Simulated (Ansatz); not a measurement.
A relaxed cell of B2P is given with its symmetry left out. The cell was found from a structure generator's guess, not taken from experiment.

These are results of Ansatz, DFT PBE, scalar-relativistic, plane waves, PAW, not measurements. Cutoff 420 eV, Γ-centred mesh, Gaussian smearing, no spin polarisation.

```yaml
crystal:
  lattice:
    - [1.51175, -3.31922, 0.00000]
    - [1.51175, 3.31922, 0.00000]
    - [0.00000, 0.00000, 3.16371]
  atoms:
    - { symbol: B, position: [0.19394, 0.80606, 0.00000] }
    - { symbol: B, position: [0.80606, 0.19394, 0.00000] }
    - { symbol: P, position: [0.00000, 0.00000, 0.50000] }
```

Formation energies are uncorrected and refer to the elements' standard structures at the same level. The references include black phosphorus.

(1) Find its symmetry and describe it.

(2) How far does it lie from the elements in energy?

(3) Is it a metal?

Results:

(1) Cmmm (No. 65). Conventional cell: a = 3.023 Å, b = 6.638 Å, c = 3.164 Å. B is surrounded by 2 B at 1.69 Å and 2 P at 2.04 Å; P is surrounded by 4 B at 2.04 Å.

(2) +0.40 eV/atom. It can't be a ground state, since the elements alone are lower.

(3) Yes, bands cross the Fermi level on the 16×16×14 mesh.

The last run used a 16×16×14 mesh (in the run's order of axes) for its 3-atom cell and Gaussian smearing of 0.10 eV. An odd number of electrons in the primitive cell allows no gap without spin; a larger cell or a magnetic state could open one. The cell is a metal run without spin; a magnetic state may lie lower. The reference form of P is held partly by dispersion forces, which this level lacks. A structure relaxed within its symmetry needn't be a true minimum.
